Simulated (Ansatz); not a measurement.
A geometry of SiNi away from equilibrium: step 4 of the relaxation of a relaxed SiNi cell displaced along its unstable phonon at q = (½, ½, 0) of its primitive reciprocal cell (106i cm⁻¹), largest move 0.15 Å. Level of theory: PBE (plane waves to 420 eV, PAW, scalar-relativistic; Ansatz, a first-principles code). Γ-centred k-mesh 9×9×7 on the run's cell (coarser than for final values), Fermi–Dirac smearing 0.05 eV. The plane waves were selected for a different cell earlier on the path.

```
CELL_PARAMETERS angstrom
      7.44016     0.00000     0.00000
      3.72008     3.56196     0.00000
      0.00000     0.00000     4.91441
ATOMIC_POSITIONS crystal
  Si 0.75000 0.50000 0.08183
  Si 0.25000 0.50000 0.91817
  Si 0.25000 0.00000 0.50000
  Si 0.75000 0.00000 0.50000
  Ni 0.03366 0.93267 0.25186
  Ni 0.46634 0.06733 0.25186
  Ni 0.96634 0.06733 0.74814
  Ni 0.53366 0.93267 0.74814
```

What forces act on the atoms (eV/Å)?


```
atom    Fx     Fy     Fz
----  ----  -----  -----
Si1   0.00   0.00   0.27
Si2   0.00   0.00  -0.27
Si3   0.00   0.00   0.00
Si4   0.00   0.00   0.00
Ni5   0.00  -0.40   0.00
Ni6   0.00   0.40   0.00
Ni7   0.00   0.40   0.00
Ni8   0.00  -0.40   0.00
```

The path ends in Cmme (No. 67). No spin polarisation in the result. A magnetic state may lie lower.

The run could not lose the symmetry of its start: the end is stationary, and may be a saddle point rather than a minimum.

The end of the path is a generated cell of SiNi: the first start was made by placing the elements on the sites of a structure type, and the end was not matched to a known phase here, so it may be hypothetical. Known forms of SiNi include space group No. 62.
